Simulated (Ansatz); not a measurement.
**MgMn2P2H4O10 — field gradients at the nuclei**

The cell is a Materials Project structure (computed, not necessarily an observed phase), taken as it stands.

```
Mg Mn H P O
1.0
     5.21884    0.00000    0.00000
    -1.29990    5.40849    0.00000
    -2.38794   -2.30222    7.23621
Mg Mn H P O
1 2 4 2 10
Cartesian
  0.2429 2.9287 6.5750
  -1.5874 1.5779 3.4893
  -0.5626 2.8942 0.0956
  0.6317 0.9380 5.0288
  1.7591 2.2331 4.8122
  0.8911 2.0057 2.2111
  0.0619 0.6670 1.6920
  -0.5276 -0.9914 5.7208
  2.0392 4.1565 1.7887
  0.5175 -0.7478 6.8619
  -1.3199 3.0867 5.0642
  1.1925 3.9795 0.4829
  2.7999 -0.1157 2.6433
  -0.4360 0.2105 4.7302
  -1.9837 -1.1160 6.2350
  2.1206 2.8225 2.5946
  3.4605 4.5096 1.1616
  -0.0376 1.6340 1.9525
  1.3763 1.6207 5.4751
```

Sites (sets of like atoms) are named by element and the number of their first atom in this list.

The numbers come from a DFT calculation in Ansatz (PBE+U (U = 4.9 eV on Mn d), plane waves and PAW, scalar-relativistic, collinear spin, 420 eV cutoff, Γ-centred 5×5×3 k-points, Fermi–Dirac smearing 0.02 eV). Start moments as typed (μB): 0 -5 5 0 0 0 0 0 0 0 0 0 0 0 0 0 0 0 0 by atom.

V_zz is the principal component of the electric field gradient with the largest magnitude, η = (V_xx − V_yy)/V_zz and C_Q = eQV_zz/h.

²⁵Mg: I = 5/2, Q = 199.4 mb; ⁵⁵Mn: I = 5/2, Q = 330.0 mb; ²H: I = 1, Q = 2.858 mb; ¹⁷O: I = 5/2, Q = -25.58 mb. Quadrupole moments are those of Pyykkö's year-2017 table.

(1) What field gradients does the calculation give at each kind of site?

Answers

(1) 

```json
{"site": "Mg", "atoms (order as listed)": "1", "first shell": "6 O at 2.03–2.22 Å", "V_zz (10²¹ V/m²)": "-1.67", "η": "0.38", "C_Q (MHz)": "-8.05"}
{"site": "Mn2", "atoms (order as listed)": "2", "first shell": "5 O at 2.07–2.20 Å", "V_zz (10²¹ V/m²)": "5.53", "η": "0.46", "C_Q (MHz)": "44.1"}
{"site": "Mn3", "atoms (order as listed)": "3", "first shell": "6 O at 2.10–2.30 Å", "V_zz (10²¹ V/m²)": "3.93", "η": "0.79", "C_Q (MHz)": "31.4"}
{"site": "H4", "atoms (order as listed)": "4", "first shell": "1 O at 1.10 Å; also 1 O at 1.33 Å", "V_zz (10²¹ V/m²)": "0.87", "η": "0.38", "C_Q (MHz)": "0.060"}
{"site": "H5", "atoms (order as listed)": "5", "first shell": "1 O at 0.98 Å; also 2 O at 2.32 Å", "V_zz (10²¹ V/m²)": "3.79", "η": "0.03", "C_Q (MHz)": "0.262"}
{"site": "H6", "atoms (order as listed)": "6", "first shell": "1 O at 1.03 Å; also 1 O at 1.53 Å", "V_zz (10²¹ V/m²)": "1.95", "η": "0.11", "C_Q (MHz)": "0.135"}
{"site": "H7", "atoms (order as listed)": "7", "first shell": "1 O at 1.01 Å; also 1 O at 1.73 Å", "V_zz (10²¹ V/m²)": "2.73", "η": "0.07", "C_Q (MHz)": "0.188"}
{"site": "P8", "atoms (order as listed)": "8", "first shell": "4 O at 1.55–1.57 Å", "V_zz (10²¹ V/m²)": "-1.07", "η": "0.68", "C_Q (MHz)": "–"}
{"site": "P9", "atoms (order as listed)": "9", "first shell": "4 O at 1.52–1.59 Å", "V_zz (10²¹ V/m²)": "-2.34", "η": "0.82", "C_Q (MHz)": "–"}
{"site": "O10", "atoms (order as listed)": "10", "first shell": "1 P at 1.57 Å, 1 Mg at 2.03 Å, 1 Mn at 2.25 Å", "V_zz (10²¹ V/m²)": "9.87", "η": "0.21", "C_Q (MHz)": "-6.11"}
{"site": "O11", "atoms (order as listed)": "11", "first shell": "1 P at 1.57 Å, 1 Mg at 2.18 Å, 1 Mn at 2.20 Å", "V_zz (10²¹ V/m²)": "9.66", "η": "0.38", "C_Q (MHz)": "-5.98"}
{"site": "O12", "atoms (order as listed)": "12", "first shell": "1 P at 1.57 Å, 1 Mn at 2.10 Å, 1 Mg at 2.22 Å", "V_zz (10²¹ V/m²)": "9.06", "η": "0.66", "C_Q (MHz)": "-5.60"}
{"site": "O13", "atoms (order as listed)": "13", "first shell": "1 P at 1.52 Å, 1 Mn at 2.07 Å, angle 134°", "V_zz (10²¹ V/m²)": "9.55", "η": "0.34", "C_Q (MHz)": "-5.90"}
{"site": "O14", "atoms (order as listed)": "14", "first shell": "1 P at 1.56 Å, 1 Mn at 2.18 Å; also 1 H at 1.33 Å", "V_zz (10²¹ V/m²)": "9.64", "η": "0.51", "C_Q (MHz)": "-5.96"}
{"site": "O15", "atoms (order as listed)": "15", "first shell": "1 P at 1.55 Å, 1 Mg at 2.20 Å, 1 Mn at 2.25 Å", "V_zz (10²¹ V/m²)": "9.57", "η": "0.40", "C_Q (MHz)": "-5.92"}
{"site": "O16", "atoms (order as listed)": "16", "first shell": "1 P at 1.56 Å, 1 Mn at 2.15 Å; also 1 H at 1.53 Å", "V_zz (10²¹ V/m²)": "9.54", "η": "0.56", "C_Q (MHz)": "-5.90"}
{"site": "O17", "atoms (order as listed)": "17", "first shell": "1 P at 1.59 Å, 1 Mg at 2.13 Å, 1 Mn at 2.28 Å; also 1 H at 1.73 Å", "V_zz (10²¹ V/m²)": "8.05", "η": "0.34", "C_Q (MHz)": "-4.98"}
{"site": "O18", "atoms (order as listed)": "18", "first shell": "2 H at 1.01–1.03 Å, 2 Mn at 2.18–2.30 Å", "V_zz (10²¹ V/m²)": "-8.99", "η": "0.95", "C_Q (MHz)": "5.56"}
{"site": "O19", "atoms (order as listed)": "19", "first shell": "2 H at 0.98–1.10 Å, 1 Mg at 2.05 Å; also 2 Mn at 2.30–3.01 Å", "V_zz (10²¹ V/m²)": "11.45", "η": "0.69", "C_Q (MHz)": "-7.08"}
```

At O10, O11, O12, O15 and O17 V_zz points along its shortest bond, to P (within 9°) in each case. At H4, H5, H6 and H7 V_zz points along its bond to O (within 5°) in each case. At O13, O14 and O16 V_zz points along the shorter of its two bonds, to P (within 7°) in each case.

P has no stable isotope with a ground-state quadrupole moment in the table, so no C_Q is given.

The lattice is static: at room temperature water may turn and average the couplings of its hydrogen. The magnetic order is the one that the run reached from its start moments, not necessarily the measured one. Where η is near 1 the sign of V_zz means little.

The run took 3.9 min of wall time (7.5 min of CPU time) and 1.4 GiB at its peak, on 2 threads of Intel Xeon Processor @ 2.50GHz (Skylake/Cascade Lake) (x86_64; 62 cores open to the job, memory cap 5.0 GiB, no GPU), a shared host with a load of 0.9 a core.
